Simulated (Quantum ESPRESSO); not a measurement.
MoRu3SnTa3 in 6 site orders

All numbers below are calculated, not measured. They come from Quantum ESPRESSO 7.5, a public plane-wave density functional program. Each row is one single-point run on a made-up periodic cell of eight metal atoms, with elements, volume, strain and displacements drawn at random and not relaxed, so a cell may be unstable or far from any real phase. There is no spin polarisation or spin-orbit coupling.

Settings: PBE unless stated; PseudoDojo standard norm-conserving files; Fermi-Dirac width 0.25 eV, which means electrons at about 2900 K; cutoff 1143 eV; 8 x 5 x 3 k mesh shifted half a step off Gamma. E is the free energy of the whole cell (internal energy minus TS), so a -TS column is already part of it. Stress is positive in tension, and the pressure P is minus a third of its trace.

Checks: one run of this series was repeated at a higher cutoff and on a denser mesh, which moved values by no more than 0.003 eV, 0.06 GPa and 0.017 eV/Å, and a second program with other atomic files agreed on it to 2 % rms in force and 0.5 GPa in pressure. Known limits: the tin pseudopotential is less sure than most, with forces differing by about three percent from a second method on plain tin; heavy elements are run without spin-orbit coupling, which real alloys of them have; a spin test at this wide smearing found no moment, but such smearing suppresses magnetism that the real alloy may have.

The lattice is hexagonal close-packed, and the cell vectors in Å are (-2.910, 0.000, 0.000); (0.000, 0.000, -4.630); (0.000, -10.081, 0.000), a volume of 135.83 Å³. The runs put one composition on the same eight displaced sites in different orders. E is counted from run 1, and the rms force is over all 24 components. Nothing is relaxed, so E mixes bonding between neighbours with strain on unrelaxed sites, and it is not an ordering energy.

```
run  elements on sites 1 to 8  E (eV)  -TS (eV)  rms force (eV/Å)  largest force (eV/Å)  P (GPa)
  1   Ru Ta Ta Sn Ta Mo Ru Ru   0.000    -1.911             0.485                  1.80    -1.60
  2   Ru Ta Mo Ru Ru Sn Ta Ta   0.050    -1.844             0.845                  3.16    -2.29
  3   Ta Ru Ta Ru Ru Sn Ta Mo  -0.150    -1.919             0.394                  0.96    -2.76
  4   Ru Ta Mo Ta Ru Sn Ta Ru  -0.402    -1.779             0.614                  2.24    -3.42
  5   Ta Ru Ru Mo Ta Ru Ta Sn   0.136    -1.931             0.792                  2.34    -1.32
  6   Ru Ru Ta Mo Ru Ta Ta Sn  -0.225    -1.910             0.540                  1.91        ?
```

## Worked fit

A straight line through the runs shown gives P = -2.01 + 3.71 E GPa with E in eV, an error of 0.93 on the slope and a scatter of 0.39 GPa. At this fixed volume the orders of higher energy tend to have the higher pressure.

## Withheld value

Question: what pressure should run 6 give?

The fit gives -2.84 ± 0.45 GPa. The calculation gave -2.56 GPa.
